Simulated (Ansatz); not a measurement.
MgS:
```yaml
crystal:
  lattice:
    - [0.00000, 2.83092, 2.83092]
    - [2.83092, 0.00000, 2.83092]
    - [2.83092, 2.83092, 0.00000]
  atoms:
    - { symbol: S, position: [0.75000, 0.75000, 0.75000] }
    - { symbol: Mg, position: [0.00000, 0.00000, 0.00000] }
```

Relaxed with r²SCAN. Special points in fractions of this cell's reciprocal vectors: Γ (0.000, 0.000, 0.000); X (0.500, 0.000, 0.500); U (0.625, 0.250, 0.625); K (0.375, 0.375, 0.750); L (0.500, 0.500, 0.500); W (0.500, 0.250, 0.750).

Q: List the band energies nearest the valence-band maximum at these points for the program Ansatz at the r²SCAN level (PAW).

A: In eV from the valence-band maximum; about four levels below and three above (degenerate sets whole), none deeper than 8.9 eV; points with the same levels are listed once.

| k | below | above |
|---|---|---|
| Γ | 0.00 0.00 0.00 | 4.14 8.58 8.58 8.58 |
| X | -2.81 -1.05 -1.05 | 4.32 6.26 12.14 |
| U | -2.47 -1.89 -0.82 | 5.31 7.61 10.36 |
| L | -3.14 -0.33 -0.33 | 5.80 8.20 8.20 |
| W | -2.27 -1.86 -1.33 | 5.98 8.71 8.78 |

Space group F-43m (zinc blende). A made-up cell: these elements were put on the sites of a structure type; the Crystallography Open Database copy checked does not list it. COD files the formula under space group No. 225, so this cell is another polymorph or a model. Whether it is the stable phase at ambient conditions was not checked. The cell was relaxed with r²SCAN under the symmetry of its start; whether a distortion lowers the energy is not shown.

Potentials: the later of the program's two PAW sets.
